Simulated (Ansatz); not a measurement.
Values for one crystal, relaxed and computed with the program Ansatz at the r²SCAN level (PAW); other levels are named.

```yaml
volume_per_atom: 32.94 Å³
band_gap: 3.56 eV (indirect)
Formation energy from the elements (no fitted shifts): -1.17 eV/atom
conduction_band_minimum: on the Γ–A line, 95 % of the way from Γ (2 equivalent valleys)
valence_band_maximum: on the Γ–A line, 50 % of the way from Γ
smallest_direct_gap_on_the_standard_path: 3.68 eV
```

Which compound is it?
A) Na2S, P6_3/mmc (S on 2c, Na on 2a, Na on 2d)
B) YN, rock salt
C) MgS, rock salt
D) InCl3, P6_3/mmc (In on 2d, Cl on 6h)

D, InCl3, P6_3/mmc (In on 2d, Cl on 6h)

The first step of the workflow began from a Materials Project structure, measured or hypothetical; the Crystallography Open Database copy checked does not list it. COD files the formula under space group No. 12, so this cell is another polymorph or a model. Its standing as an ambient phase is unchecked. Symmetry was held in the r²SCAN relaxation; its stability against distortions is not shown here. A crystal of weakly bound chains computed without a dispersion correction: the cell and the soft elastic constants depend strongly on that. The references are the lowest solids computed at this level, not always the standard phases (solids in place of the gases). Spin–orbit coupling is left out wherever it is not named.

Potentials: the later of the program's two PAW sets.
